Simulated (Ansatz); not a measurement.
# SrCa: strain energy, fitted

SrCa, P-6m2, a = 4.127 Å, c = 6.783 Å. The structure is a Materials Project entry; whether it is the stable form wasn't checked. Ansatz: r2SCAN, PAW, 500 eV, Γ-centred 12×12×6 mesh on 2 atoms, Gaussian smearing 0.10 eV; no spin polarisation. Series: strain along c alone, the other axes held, atoms fixed by symmetry; x is the strain in per cent. y is the free energy over the unstrained cell, V0 = 50.032 Å³/atom.

```tsv
x (%)	y (meV/atom)
-6.0	?
-4.0	9.37
-2.0	2.25
0.0	0.00
2.0	2.63
4.0	9.71
6.0	20.48
```

Task: Fit y = c2 x² + c3 x³ to the other rows, turn c2 into a modulus, and predict the missing energy.

Result: Least squares on the rows shown. y = 0.58485 x² − 0.0018071 x³. In eV per unit strain² c2 is 5.848; this is C33 with relaxed ions (E = ½ C33 V0 ε²): 2 × 5.848 × 160.2 / (50.032) = 37 GPa. The unstrained cell keeps some stress along the strain, worth a slope of 0.12 meV/atom per %, which the form leaves out. With a term in x⁴ added, the coefficient of x² becomes 0.6296, 8 % more, which shows how far this figure hangs on the form. At x = -6.0 the fit asked for gives 21.44 meV/atom. The run gave 20.73 meV/atom, so the fit is 0.71 meV/atom too high, 3.4 % of the span of the series, against an rms of 0.27 meV/atom on the fitted rows. The row lies outside the fitted range. With a term in x⁴ added, a fit to the same known rows predicts 19.26 meV/atom, which misses by about as much or more on the other side: the known rows don't fix the higher terms.